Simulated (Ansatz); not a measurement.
SrAg₅: course of a relaxation

Level of theory: Ansatz, DFT r2SCAN, scalar-relativistic, plane waves, PAW. Settings: 500 eV cutoff, 6×6×8 k-mesh, Gaussian smearing of 0.10 eV, no spin polarisation.

What was changed: relaxed at 12 GPa.

Other phases may be more stable at this pressure.

Command:

```bash
ansatz run input.yaml --threads 1 --pin off --max-ram 2560MiB --backend cpu --events-out ev --progress --plain --runs-dir out
```

Input:

```yaml
crystal:
  lattice:
    - [5.4216737778, 0.0, 0.0]
    - [-2.7108368889, 4.6953072226, 0.0]
    - [0.0, 0.0, 4.466935699]
  atoms:
    - { symbol: Sr, position: [0.0, 0.0, 0.0] }
    - { symbol: Ag, position: [0.3333333333, 0.6666666667, 0.0] }
    - { symbol: Ag, position: [0.6666666667, 0.3333333333, 0.0] }
    - { symbol: Ag, position: [0.5, 0.0, 0.5] }
    - { symbol: Ag, position: [0.5, 0.5, 0.5] }
    - { symbol: Ag, position: [0.0, 0.5, 0.5] }
basis:
  ecutwfc: 500
kpoints:
  mp_grid: { grid: [6, 6, 8] }
hamiltonian:
  xc: r2scan
scf:
  occupations: { method: gaussian, width: 0.1 }
output:
  forces: true
  stress: true
  eigenvalues: true
relax:
  adjacent_minimum: "off"
  f_tol: 0.008
  max_steps: 50
  cell: { stress_tol: 0.08, p_target: 12.0 }
```

F is the free energy. Steps run on the plane waves of an earlier cell, but the last one, and at times one on the way, on a freshly chosen basis, so a repeated geometry can differ a little in energy. The relaxation lowers the enthalpy F + PV at the target pressure, so F itself can rise.

Steps:

```json
{"step": "1", "F − F(1) (eV)": "0.0000", "largest force component (eV/Å)": "0.000", "V (Å³/atom)": "18.952", "P (GPa)": "12.91"}
{"step": "2", "F − F(1) (eV)": "-0.1110", "largest force component (eV/Å)": "0.000", "V (Å³/atom)": "19.194", "P (GPa)": "11.13"}
{"step": "3", "F − F(1) (eV)": "-0.0596", "largest force component (eV/Å)": "0.000", "V (Å³/atom)": "19.074", "P (GPa)": "11.94"}
{"step": "4", "F − F(1) (eV)": "-0.0600", "largest force component (eV/Å)": "0.000", "V (Å³/atom)": "19.074", "P (GPa)": "11.95"}
```

Relaxed structure:

```
CELL_PARAMETERS angstrom
5.41566 0.00000 0.00000
-2.70783 4.69010 0.00000
0.00000 0.00000 4.50567
ATOMIC_POSITIONS crystal
Sr 0.00000 0.00000 0.00000
Ag 0.33333 0.66667 0.00000
Ag 0.66667 0.33333 0.00000
Ag 0.50000 0.00000 0.50000
Ag 0.50000 0.50000 0.50000
Ag 0.00000 0.50000 0.50000
```

Symmetry: P6/mmm, No. 191, hexagonal system. The conventional cell has a = 5.416 Å, b = 5.416 Å, c = 4.506 Å, α = 90.00°, β = 90.00°, γ = 120.00°. Sr (site symmetry 6/mmm) has 18 Ag at 3.13 to 3.52 Å as nearest neighbours. Around Ag (site symmetry -6m2) lie 9 Ag at 2.74 to 3.13 Å and 3 Sr at 3.13 Å. Ag (site symmetry mmm) has 8 Ag at 2.71 to 2.74 Å as nearest neighbours.

The run converged. Time: 2.5 min on 1 thread of Arm Neoverse V1, with other jobs on the host, peak memory 0.74 GiB.